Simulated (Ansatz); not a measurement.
**Zr₃Cu: do energies and stresses tell the same story?**

The calculation used Ansatz 0.2.0, DFT r2SCAN, scalar-relativistic, plane waves, PAW.

Plane waves to 500 eV, a k mesh through Γ of 10×10×10 on the computed 4-atom cell and Gaussian smearing (0.10 eV); no spin polarisation.

Relaxed cell: Pm-3m, a = 4.300 Å, b = 4.300 Å, c = 4.300 Å, α = 90.00°, β = 90.00°, γ = 90.00°, 4 atoms in the primitive cell. Whether it is the stable form of this composition wasn't checked.

Energies at zero smearing and pressures from the stress tensor, at volumes with shape and atoms relaxed:
| V (Å³/atom) | E − E(first) (meV/atom) | P (GPa) |
| --- | --- | --- |
| 18.687 | 0.00 | 6.92 |
| 19.284 | -18.47 | 3.20 |
| 19.880 | -24.06 | -0.01 |
| 20.477 | -18.54 | -2.80 |
| 21.073 | -3.39 | -5.22 |

Check P = −dE/dV between neighbouring volumes, and get the bulk modulus from the pressures alone.

With 1 eV/Å³ = 160.2 GPa:
```
middle V (Å³/atom)  −ΔE/ΔV (GPa) mean P (GPa)
            18.986         4.962         5.059
            19.582         1.502         1.593
            20.178        -1.484        -1.406
            20.775        -4.068        -4.008
```

The two differ by 0.10 GPa at most. The mean of two end pressures misses the average over a step by about ΔV² P″/12, up to 0.05 GPa here; with that taken off 0.05 GPa remains. The stress is the derivative of the free energy, not of the energy at zero smearing, and with free energies 0.00 GPa remains. Around V = 19.880 Å³/atom, the two neighbours give B = −V ΔP/ΔV = 19.880 × 6.00 / 1.193 = 100.0 GPa, against B0 = 99.6 GPa from the Birch–Murnaghan fit of the energies.